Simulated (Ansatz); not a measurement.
**Question.** Each is relaxed and computed with r²SCAN in the plane-wave PAW code Ansatz. Which is the only one with a gap?
A) BRh, NiAs type
B) BN, P6_222 (B on 3d, N on 3c)
C) LaB2Ir3, P6/mmm (La on 1a, Ir on 3g, B on 2c)
D) CrB2, Cmmm (B on 4j, Cr on 2a)

**Answer.** B, BN, P6_222 (B on 3d, N on 3c). BN: gap 4.24 eV (indirect); BRh: metal; CrB2: metal; LaB2Ir3: metal. Spin orders computed, not proven ground states: CrB2, Cmmm (B on 4j, Cr on 2a) antiferromagnetic. Constructed cells (a structure type filled with these elements, in neither database checked): BN, P6_222 (B on 3d, N on 3c). Not the usual ambient phase: BN, P6_222 (B on 3d, N on 3c). Standing as an ambient phase not checked: BRh, NiAs type; CrB2, Cmmm (B on 4j, Cr on 2a); LaB2Ir3, P6/mmm (La on 1a, Ir on 3g, B on 2c). All cells were relaxed under the symmetry of their starts (and spin orders); stability against distortions was not tested throughout. Cells of antiferromagnets are given as chemical subcells. Rows with no word on spin ran without spin polarisation. Spin–orbit coupling is left out wherever it is not named.

Potentials: the later of the program's two PAW sets.
